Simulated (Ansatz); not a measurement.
Si2Rh:
```xyz
6
Lattice="0.0000 3.9186 4.8074 2.1922 0.0000 4.8074 2.1922 3.9186 0.0000" Properties=species:S:1:pos:R:3 pbc="T T T"
Si     2.1922     5.2317     4.8074
Si     2.1922     2.6055     4.8074
Si     3.2882     4.5648     7.2110
Si     3.2882     7.1910     7.2110
Rh     0.0000     0.0000     0.0000
Rh     1.0961     1.9593     2.4037
```

Relaxed with PBE. Special points in fractions of this cell's reciprocal vectors: Γ (0.000, 0.000, 0.000); Y (0.500, 0.000, 0.500); T (1.000, 0.500, 0.500); Z (0.500, 0.500, 0.000); Σ0 (0.000, 0.380, 0.380); U0 (1.000, 0.620, 0.620); C0 (0.500, 0.224, 0.724); A0 (0.500, 0.776, 0.276); L (0.500, 0.500, 0.500).

Question: List the band energies nearest the Fermi level at these points for PBE in the plane-wave PAW code Ansatz.

Answer: In eV from the Fermi level; about four levels below and three above (degenerate sets whole), none deeper than 8.9 eV; points with the same levels are listed once.

```json
[
 {"k": "Γ", "below": "-2.80 -2.60 -1.65 -0.69", "above": "0.06 0.40 0.62"},
 {"k": "Y", "below": "-0.82 -0.82 -0.36 -0.36", "above": "1.29 1.29 4.02 4.02"},
 {"k": "T", "below": "-3.18 -3.18 -1.18 -1.18", "above": "0.98 0.98 1.66 1.66"},
 {"k": "Z", "below": "-2.58 -2.58 0.00 0.00", "above": "0.61 0.61 1.57 1.57"},
 {"k": "Σ0", "below": "-3.05 -2.74 -1.45 -1.27", "above": "1.22 1.30 1.91"},
 {"k": "C0", "below": "-1.19 -1.19 -0.20 -0.20", "above": "1.50 1.50 2.53 2.53"},
 {"k": "L", "below": "-1.67 -1.32 -0.28 -0.05", "above": "1.43 1.84 3.21"}
]
```

Space group Fddd. The cell is a constructed one: a structure type filled with these elements; neither database checked (COD, Materials Project) lists it. Its standing as an ambient phase is unchecked. Symmetry was held in the PBE relaxation; its stability against distortions is not shown here. No spin polarisation was allowed. Scalar-relativistic: spin–orbit coupling is off unless named, which matters more the heavier the elements.

Potentials: the later of the program's two PAW sets.
